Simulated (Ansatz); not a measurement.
## W₂N₃: clamped-ion strain scan

These are results of DFT PBE+D3(BJ), scalar-relativistic, plane waves, PAW in Ansatz, not measurements. The runs took a 420 eV cutoff, a Γ-centred 18×18×4 mesh and Gaussian smearing (0.15 eV). Spin–orbit coupling is left out, which can shift energies with elements as heavy as these. No spin polarisation. Energies are free energies at this smearing, counted from the undisturbed cell; pressure is positive in compression.

Reference structure (relaxed at this level; it needn't be the usual structure):

```
W N
1.0
     2.89470    0.00000    0.00000
    -1.44735    2.50688    0.00000
     0.00000    0.00000   15.30457
W N
4 6
Direct
  0.66667 0.33333 0.15464
  0.33333 0.66667 0.84536
  0.33333 0.66667 0.65464
  0.66667 0.33333 0.34536
  0.66667 0.33333 0.91822
  0.33333 0.66667 0.08178
  0.33333 0.66667 0.41822
  0.66667 0.33333 0.58178
  0.66667 0.33333 0.75000
  0.33333 0.66667 0.25000
```

The cell is strained by ε times the Voigt pattern (1, 0, 0, 0, 0, 0) (xx, yy, zz, yz, xz, xy; engineering shear) with fractional coordinates fixed. The cell is metallic on the mesh throughout.

```
      ε  ΔE (meV/atom) stress summed along the pattern (GPa, tension positive) pressure (GPa)
-0.1500          748.9                                                  -171.10            87.2
-0.0750          153.0                                                   -65.08            33.2
 0.0000            0.0                                                     0.08             0.0
 0.0375           28.2                                                    20.54           -11.2
 0.1125          207.2                                                    45.44           -26.2
```